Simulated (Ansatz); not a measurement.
Question: Name crystals whose computed values (PBEsol in the plane-wave PAW code Ansatz) fall in these windows: G_Hill (GPa) 32 to 39; Θ_D (K) 170 to 210.

Answer: 

| crystal | G_Hill (GPa) | Θ_D (K) |
|---|---|---|
| LuBi, rock salt | 35.6 | 193 |
| BiPt, NiAs type | 33.1 | 177 |
Others may fit too.

Standing as an ambient phase not checked: LuBi, rock salt; BiPt, NiAs type. Perhaps ordered models of mixed-site phases: LuBi, rock salt. All cells were relaxed under the symmetry of their starts (and spin orders); stability against distortions was not tested throughout. Rows with no word on spin ran without spin polarisation. Spin–orbit coupling is left out wherever it is not named.

Potentials: the later of the program's two PAW sets.
